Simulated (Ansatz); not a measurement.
The start is a relaxed HfN cell, doubled along one cell vector, shaken by Gaussian noise of σ = 0.08 Å a coordinate. The structure is fully relaxed (lattice and positions, P = 0) with PBE (plane waves to 420 eV, PAW, scalar-relativistic; Ansatz, a program for electronic structure). First-step values are on the input's coarse k-mesh.

Ansatz input (later rounds restart from its end on a renewed k-mesh):
Ansatz 0.2 input:
```yaml
crystal:
  lattice:
    - [5.5037491007, 0, 0]
    - [-5.5037491008, 9.5327730745, 0]
    - [0, 0, 3.2086593948]
  atoms:
    - { symbol: Hf, position: [0.4942711787, 0.9940862992, -0.0087310617] }
    - { symbol: Hf, position: [0.4842867467, 0.5112349643, -0.0567925528] }
    - { symbol: Hf, position: [0.4919567402, 0.2447575434, 0.0053296582] }
    - { symbol: Hf, position: [0.498311591, 0.7534773995, -0.0201976372] }
    - { symbol: Hf, position: [0.0296252435, 0.243019033, 0.0408905723] }
    - { symbol: Hf, position: [0.9814418085, 0.7489579633, -0.0067287494] }
    - { symbol: N, position: [0.0050239176, 0.0037174716, -0.0435444939] }
    - { symbol: N, position: [0.9943999372, 0.4841933205, 0.0216443896] }
    - { symbol: N, position: [0.3032833994, 0.3282493574, 0.4473177308] }
    - { symbol: N, position: [0.3635512902, 0.8309864993, 0.5101191495] }
    - { symbol: N, position: [0.6593381465, 0.167660631, 0.4900017195] }
    - { symbol: N, position: [0.658763291, 0.6681572206, 0.5372623285] }
basis: { ecutwfc: 420, ecutrho_ratio: 4, xc_grid: 2, fft_grid_basis: typed }
kpoints: { mp_grid: { grid: [5, 3, 7] } }
hamiltonian:
  xc: pbe
  dispersion: none
  pseudopotentials: { kind: paw }
scf: { occupations: { method: fermi_dirac, width: 0.05 } }
relax: { f_tol: 0.01, max_steps: 100, cell: { stress_tol: 0.02 } }
output: { forces: true, stress: true }
```

| Quantity | Value |
|---|---|
| Energy released | 0.85 eV/atom |
| Relative to the parent | It does not go back: it reaches Pmc2₁ (No. 26), 0.63 eV/atom below the parent |
| Shortest distances (start → end) | The closest pairs of elements (up to four, under 3.6 Å), start → end: Hf–N 1.85 → 2.05 Å; Hf–Hf 2.54 → 2.90 Å; N–N 2.96 → 2.99 Å |
| Optimiser moves | 27 |

Final structure:

Space group Pmc2₁ (No. 26); a = 3.1053 Å, b = 9.0427 Å, c = 5.7987 Å, α = 90.00°, β = 90.00°, γ = 90.00°

```csv
atom,site,symmetry,x,y,z
Hf,2b,m..,0.5000,0.2367,0.9821
Hf,2b,m..,0.5000,0.4506,0.3636
Hf,2b,m..,0.5000,0.0901,0.5365
N,2b,m..,0.5000,0.6810,0.1526
N,2a,m..,0.0000,0.4012,0.0899
N,2a,m..,0.0000,0.0650,0.8687
```

Final values are on a 15×5×8 k-mesh of the relaxed cell. The start holds a very short contact (N–Hf 1.85 Å). No spin polarisation in the result.

The relaxed structure here is a generated cell of HfN: the first start was made by placing the elements on the sites of a structure type, and the end was not matched to a known phase here, so it may be hypothetical. Known forms of HfN include space group No. 225.
